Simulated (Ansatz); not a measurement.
Ag:
```yaml
crystal:
  lattice:
    - [0.00000, 3.81818, 3.81818]
    - [3.81818, 0.00000, 3.81818]
    - [3.81818, 3.81818, 0.00000]
  atoms:
    - { symbol: Ag, position: [0.75000, 0.75000, 0.75000] }
    - { symbol: Ag, position: [0.50000, 0.50000, 0.50000] }
    - { symbol: Ag, position: [0.12500, 0.62500, 0.12500] }
    - { symbol: Ag, position: [0.12500, 0.12500, 0.12500] }
    - { symbol: Ag, position: [0.62500, 0.12500, 0.12500] }
    - { symbol: Ag, position: [0.12500, 0.12500, 0.62500] }
```

Relaxed with r²SCAN. Special points in fractions of this cell's reciprocal vectors: Γ (0.000, 0.000, 0.000); X (0.500, 0.000, 0.500); U (0.625, 0.250, 0.625); K (0.375, 0.375, 0.750); L (0.500, 0.500, 0.500); W (0.500, 0.250, 0.750).

List the band energies nearest the Fermi level at these points for r²SCAN with spin–orbit coupling (plane waves, PAW; program Ansatz).

In eV from the Fermi level; about four levels below and three above (degenerate sets whole), none deeper than 8.9 eV; points with the same levels are listed once.

```tsv
k	below	above
Γ	-2.73 -2.73 -2.73 -2.73	0.41 0.41 1.84 1.84
X	-3.05 -3.05 -3.05 -3.05	0.00 0.00 0.00 0.00
U	-2.76 -2.76 -2.31 -2.31	0.37 0.37 0.50 0.50
L	-3.34 -3.34 -2.77 -2.77	0.60 0.60 1.55 1.55
W	-2.02 -2.02 -1.98 -1.98	3.36 3.36 3.36 3.36
```

Space group Fd-3m. The start of the workflow was typed in or built on a structure type; neither database checked (COD, Materials Project) lists it. It is not the phase usual at ambient conditions (space group No. 225). The cell was relaxed with r²SCAN under the symmetry of its start; its stability against distortions is not shown here. No spin polarisation was allowed.

Potentials: the earlier of the program's two PAW sets.
